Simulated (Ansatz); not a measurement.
In r²SCAN in the plane-wave PAW code Ansatz, Li4Nb6O18Zn in the trigonal phase (P3; Pearson symbol hP29) relaxes to a = 5.163 Å, c = 13.894 Å. Against the elements it lies at -2.70 eV/atom, with no fitted shifts.

It is gapped at this level: 3.60 eV (indirect). HSE06 on the same cell gives 4.62 eV. The electron mass is 1.2, 2.1, 2.5 mₑ (principal values).

Perturbation theory gives ε∞ = 5.20 (xx = yy), 4.94 (zz). Born charges are Li +1.11 to +1.13, Nb +6.39 to +7.49, O -2.84 to -2.69, Zn +2.54 e. Bader charges are Li +0.91, Nb +2.83 to +2.90, O -1.27 to -1.17, Zn +1.39 e.

The start of the workflow was typed in or built on a structure type; neither database checked (COD, Materials Project) lists it. Whether it is the stable phase at ambient conditions was not checked. The cell was relaxed with r²SCAN under the symmetry of its start; its stability against distortions is not shown here. The run is not spin-polarised. The references are the lowest solids computed at this level, not always the standard phases (solids in place of the gases). Scalar-relativistic: spin–orbit coupling is off unless named, which matters more the heavier the elements.

Potentials: the later of the program's two PAW sets.
